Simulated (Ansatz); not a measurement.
Sb:
```yaml
crystal:
  lattice:
    - [2.17135, 1.25363, 3.86995]
    - [-2.17135, 1.25363, 3.86995]
    - [0.00000, -2.50726, 3.86995]
  atoms:
    - { symbol: Sb, position: [0.26865, 0.26865, 0.26865] }
    - { symbol: Sb, position: [0.73135, 0.73135, 0.73135] }
```

Relaxed with r²SCAN. r²SCAN in the plane-wave PAW code Ansatz gives no gap.

### Question
What gap does HSE06 give on the same cell (Ansatz, PAW)?

### Answer
It stays without a gap at the points solved. The hybrid was solved on a coarser mesh and at special points; its gap is the smallest among all of these. On such a mesh it can open a false gap in a semimetal.

```tsv
k	v1 r²SCAN	c1 r²SCAN	v1 HSE06	c1 HSE06
Γ	-1.90	1.95	[?]	[?]
T	-0.34	0.31	[?]	[?]
L	-0.33	-0.07	-0.07	0.28
F	-3.71	1.76	-3.62	2.13
S0	-2.98	2.85	[?]	[?]
H0	-0.97	0.88	[?]	[?]
```

### Question
Top valence (v1) and lowest conduction level (c1) in eV from each method's valence maximum (which need not be a listed point): supply the withheld HSE06 values.

### Answer

- S0, v1 HSE06: -2.88
- S0, c1 HSE06: 3.46
- H0, v1 HSE06: -0.73
- H0, c1 HSE06: 1.36
- Γ, v1 HSE06: -1.67
- Γ, c1 HSE06: 2.52
- T, v1 HSE06: 0.00
- T, c1 HSE06: 0.81

Cost on shared cores: the r²SCAN run (SCF on a 11×11×11 mesh, then bands and DOS) around 40 core-seconds (rough), the HSE06 run (SCF on 6×6×6, then a few points) around 70 core-seconds (rough); the tasks are unlike.

Space group R-3m (A7 (α-As type)). The r²SCAN relaxation kept the symmetry of its start; of distortions, only those at the zone centre were tested. Spin–orbit coupling is left out wherever it is not named.

Potentials: the earlier of the program's two PAW sets.
